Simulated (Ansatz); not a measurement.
Values for one crystal, relaxed and computed with plane-wave PAW PBEsol (Ansatz code); other levels are named.

```yaml
volume_per_atom: 17.71 Å³
electronic_character: metallic (no gap)
Density of states at the Fermi level: 0.69 states/eV per atom (mean over ±0.08 eV)
Gap with spin–orbit coupling: none (metallic)
Elastic constants (relaxed ions, GPa): C11 = 360, C12 = 149, C44 = -8.7
Bulk modulus (Birch–Murnaghan fit): 220 GPa
highest_zone_centre_frequency: 3.83 THz
```

Task: Pick the material that matches.
(A) NbRu, Cmmm (Nb on 2a, Ru on 2c)
(B) MnIr, P4/mmm (Mn on 1b, Ir on 1c)
(C) NbIr, rock salt
(D) Zr2Ir, I4/mcm (Zr on 8h, Ir on 4a)

Result: C, NbIr, rock salt

Space group Fm-3m (rock salt). The start of the workflow was typed in or built on a structure type; neither database checked (COD, Materials Project) lists it. COD files the formula under space group No. 123. Whether it is the stable phase at ambient conditions was not checked. Symmetry was held in the PBEsol relaxation. At this level the phase is mechanically unstable. No spin polarisation was allowed. As this level gives no gap, shear constants depend on the k-mesh and smearing (Fermi–Dirac, 0.1 eV here). As this level gives no gap, phonon frequencies hold no LO–TO term and depend on the k-mesh and smearing (Fermi–Dirac, 0.1 eV here). Scalar-relativistic: spin–orbit coupling is off unless named, which matters more the heavier the elements.

Potentials: the later of the program's two PAW sets.
